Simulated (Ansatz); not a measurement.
## Relaxing Os (hcp)

**The experiment.** The Crystallography Open Database holds a cell as deposited of hexagonal Os (space group P6_3/mmc), temperature not stated (1998): a, c = 2.734, 4.320 Å, 13.98 Å³/atom.

Computed with Ansatz (plane waves, PAW, 500 eV cutoff): r²SCAN, scalar-relativistic, no spin polarisation, Γ-centred 18×18×10 mesh, 0.05 eV Gaussian smearing. The datasets are Ansatz's generated set soft_2.

Starting cell, 1 % over the database's volume:

```xyz
2
Lattice="2.7400 0.0000 0.0000 -1.3700 2.3729 0.0000 0.0000 0.0000 4.3265" Properties=species:S:1:pos:R:3 pbc="T T T"
Os    0.0000    1.5819    3.2448
Os    1.3700    0.7910    1.0816
```

The first steps of the search for zero pressure:

| run | level | k-mesh | kind | V (Å³/atom) | P (GPa) | gap on the mesh (eV) |
| --- | --- | --- | --- | --- | --- | --- |
| 1 | PBE, 420 eV | 8×8×6 | cell and atoms relaxed | 14.27 | 0.0 | metal |
| 2 | r²SCAN | 18×18×10 | shape and atoms relaxed, volume fixed | 14.27 | -7.5 | metal |

Problem. At which volume does r²SCAN reach zero pressure?

Solution. 14.01 Å³/atom, about 0.4 % under the start.

The steps that followed:

| run | level | k-mesh | kind | V (Å³/atom) | P (GPa) | E − E(final) (meV/atom) | gap on the mesh (eV) |
| --- | --- | --- | --- | --- | --- | --- | --- |
| 3 | r²SCAN | 18×18×10 | shape and atoms relaxed, volume fixed | 13.56 | 15.2 | 20.7 | metal |
| 4 | r²SCAN | 18×18×10 | shape and atoms relaxed, volume fixed | 14.01 | 0.0 | 0.0 | metal |
| 5 | r²SCAN | 18×18×10 | shape and atoms relaxed, volume fixed | 14.01 | 0.0 | 0.0 | metal |

Cell and atoms are those of this level's equilibrium.

The final structure (symmetry read at 0.01 Å). It takes space group P6_3/mmc (No. 194, hexagonal). Conventional cell: a = 2.736 Å, b = 2.736 Å, c = 4.324 Å, α = 90.00°, β = 90.00°, γ = 120.00°. Os (site symmetry -6m2) has 12 Os at 2.68 to 2.74 Å as nearest neighbours. (Shells end 15 % past the nearest neighbour.)

| atom | site | symmetry | x | y | z |
| --- | --- | --- | --- | --- | --- |
| Os | 2d | -6m2 | 0.3333 | 0.6667 | 0.7500 |

At the final geometry the gap, band path included, is zero (metallic). The runs in the table took roughly 2.4 core-minutes.

**Comparison.** The computed cell (2.736, 4.324 Å, 14.01 Å³/atom) differs from the database's by +0.2 % in volume, about +0.1 % in length. Agreement this close is partly luck: the calculation is for a static lattice, the crystal has zero-point motion and thermal expansion.

Scalar-relativistic only: spin–orbit splittings of the heavy atoms' levels are missing.
